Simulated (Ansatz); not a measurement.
KTaO₃ (cubic perovskite, Pm-3m), plane-wave PAW LDA (Ansatz code), all energies at zero smearing, with the estimated change up to a 700 eV cutoff added, with one set of potentials and settings (totals compare only within such a set). Cell of 5 atoms (1 K, 1 Ta, 3 O): -12851.050 eV.

```json
[
 {"element": "K", "reference phase": "R-3m, 3 atoms in the cell", "E (eV/atom)": "-1496.2508"},
 {"element": "Ta", "reference phase": "Im-3m, 1 atoms in the cell", "E (eV/atom)": "-9682.6136"},
 {"element": "O", "reference phase": "C2/m, 4 atoms in the cell, spin-polarised", "E (eV/atom)": "-552.6518"}
]
```

Formation energy per atom, worked out: (-12851.050 − 1×(-1496.2508) − 1×(-9682.6136) − 3×(-552.6518))/5 = -2.846 eV/atom (-275 kJ per mol of atoms), at 0 K, without zero-point energy or fitted corrections.

Symmetry was held in the LDA relaxation. The run is not spin-polarised. The references are the lowest solids computed at this level, not always the standard phases (solids in place of the gases). Scalar-relativistic: spin–orbit coupling is off unless named, which matters more the heavier the elements.

Potentials: the later of the program's two PAW sets.
